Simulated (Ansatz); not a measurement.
## GaGe: two-dimensional strain map

Theory: Ansatz, DFT LDA, scalar-relativistic, plane waves, PAW. Cutoff 420 eV, Γ-centred 14×14×14 k-points, Gaussian smearing of 0.15 eV. No spin polarisation. Energies are free energies at this smearing, counted from the undisturbed cell; pressure is positive in compression.

Zero of the scan (as given, not relaxed at this level; it stands at -4.2 GPa, and it needn't be the usual structure):

```
CELL_PARAMETERS angstrom
0.00000 2.89784 2.89784
2.89784 0.00000 2.89784
2.89784 2.89784 0.00000
ATOMIC_POSITIONS crystal
Ga 0.75000 0.75000 0.75000
Ge 0.00000 0.00000 0.00000
```

The cell is strained by p along both x and y and by q along z, fractional coordinates fixed. Points are written (p, q).

Energy above the undisturbed cell in meV/atom (a dash: not computed):

| p \ q | -0.030 | 0.000 | 0.030 |
| --- | --- | --- | --- |
| -0.030 | -27.9 | -26.0 | -16.9 |
| 0.000 | -16.3 | 0.0 | 21.9 |
| 0.030 | 22.3 | 49.3 | – |

Pressure in GPa:

```csv
p \ q,-0.030,0.000,0.030
-0.030,0.4,-1.4,-2.9
0.000,-2.9,-4.2,-5.3
0.030,-5.4,-6.3,–
```